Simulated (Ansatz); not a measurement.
YTl$_{3}$:
```xyz
4
Lattice="4.6774 0.0000 0.0000 0.0000 4.6774 0.0000 0.0000 0.0000 4.6774" Properties=species:S:1:pos:R:3 pbc="T T T"
Tl     0.0000     2.3387     2.3387
Tl     2.3387     0.0000     2.3387
Tl     2.3387     2.3387     0.0000
Y      0.0000     0.0000     0.0000
```

Relaxed with PBEsol. Special points in fractions of this cell's reciprocal vectors: Γ (0.000, 0.000, 0.000); X (0.000, 0.500, 0.000); M (0.500, 0.500, 0.000); R (0.500, 0.500, 0.500).

Question: List the band energies nearest the Fermi level at these points for plane-wave PAW PBEsol (Ansatz code).

Answer: In eV from the Fermi level; about four levels below and three above (degenerate sets whole), none deeper than 8.9 eV; points with the same levels are listed once.

```csv
k,below,above
Γ,-3.84 -3.84 -1.40 -1.40 -1.40,2.26 2.26 2.26
X,-3.23 -1.18 -1.18 -0.68,1.16 1.85 1.85
M,-6.33 -6.33 -3.53 -0.15 -0.15,1.17 2.32 2.38
R,-3.41 -2.25 -2.25 -2.25,2.44 2.84 2.84
```

Space group Pm-3m (Cu3Au type). The workflow started from an entry of the Crystallography Open Database (COD). Its standing as an ambient phase is unchecked. Symmetry was held in the PBEsol relaxation; its stability against distortions is not shown here. No spin polarisation was allowed. Scalar-relativistic: spin–orbit coupling is off unless named, which matters more the heavier the elements.

Potentials: the later of the program's two PAW sets.
